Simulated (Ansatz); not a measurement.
## One structure type, 3 elements: Ca7TiN6, Ca7SnN6, Ca7ZrN6

Level of theory: DFT, r2SCAN, plane waves and PAW, scalar-relativistic, 500 eV cutoff (Ansatz 0.2.0). The cells come from the Materials Project (computed, not necessarily observed phases), with the atoms as given. Calculated pressures reach 2 GPa in size and forces 0.3 eV/Å in them. Spin–orbit coupling is left out. All compounds take space group Ibam with the same Wyckoff sites and nearly the same cell shape, and differ in the element M (Ti, Sn, Zr). Sites are named by their Wyckoff letter. V_zz in 10²¹ V/m².

| M | compound | source | cell edges (Å) | first shell of Ca on b | Ca on b: V_zz (η) | N on k: V_zz (η) | Ca on j: V_zz (η) |
| --- | --- | --- | --- | --- | --- | --- | --- |
| Ti | Ca7TiN6 | MP | 6.331, 11.517, 12.815 | 4 N at 2.50 Å | -6.83 (0.37) | 3.10 (0.83) | 4.66 (0.81) |
| Sn | Ca7SnN6 | MP | 6.381, 11.849, 12.776 | 4 N at 2.51 Å | ? | ? | ? |
| Zr | Ca7ZrN6 | MP | 6.396, 11.794, 13.075 | 4 N at 2.52 Å | -5.66 (0.41) | -3.46 (0.88) | 5.41 (0.62) |

Question: Estimate the values withheld for Ca7SnN6.

Answer: Ca on b: -5.10 (0.79); N on k: 3.95 (0.58); Ca on j: 4.70 (0.72).
